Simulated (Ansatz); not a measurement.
**LaIn₂Rh squeezed and stretched**

A database entry relaxed whole under r2SCAN (Cmcm):

```
CELL_PARAMETERS angstrom
2.28662 -5.08680 0.00000
2.28662 5.08680 0.00000
0.00000 0.00000 7.98964
ATOMIC_POSITIONS crystal
La 0.93968 0.06032 0.25000
La 0.06032 0.93968 0.75000
In 0.65059 0.34941 0.04961
In 0.34941 0.65059 0.54961
In 0.34941 0.65059 0.95039
In 0.65059 0.34941 0.45039
Rh 0.20090 0.79910 0.25000
Rh 0.79910 0.20090 0.75000
```

The cell was scaled uniformly, its shape held, and the atoms relaxed at each volume with plane-wave PAW DFT (Ansatz 0.2.0; r2SCAN, 500 eV, 8×8×5 Γ-centred mesh, fermi-dirac occupations of width 0.100 eV; no spin, no spin-orbit coupling). One row is withheld.

| volume (Å³/atom) | energy over the lowest (meV/atom) | pressure (GPa) |
| --- | --- | --- |
| 21.839 | 24.0 | 5.92 |
| 22.304 | 10.2 | 3.71 |
| 22.768 | 2.4 | 1.75 |
| 23.233 | 0.0 | 0.01 |
| 23.698 | 2.2 | -1.50 |
| 24.162 | ? | ? |
| 24.627 | 18.6 | -3.99 |

Question: Fit the pressures of the other rows to the third-order Birch-Murnaghan form.

Answer: With f = [(V₀/V)^(2/3) − 1]/2 and P = 3B₀f(1 + 2f)^(5/2)[1 + 3(B₀′ − 4)f/2], least squares gives V₀ = 23.24 Å³ an atom, B₀ = 80.6 GPa and B₀′ = 5.5; the rows miss the fit by 0.01 GPa. The slope of the energies differs from these pressures by less than 0.05 GPa.

Question: What does the withheld row hold?

Answer: The fit gives -2.83 GPa at 24.162 Å³; the run gave -2.85 GPa and 8.6 meV an atom.

Caveats: the shape of the cell was held, so B₀ is an upper bound where the axes differ in stiffness; 0 K, fixed nuclei; the symmetry was kept, and this need not be the phase that is stable at 0 K; one mesh for all volumes; every run is gapless at this level; pressure is positive in compression.
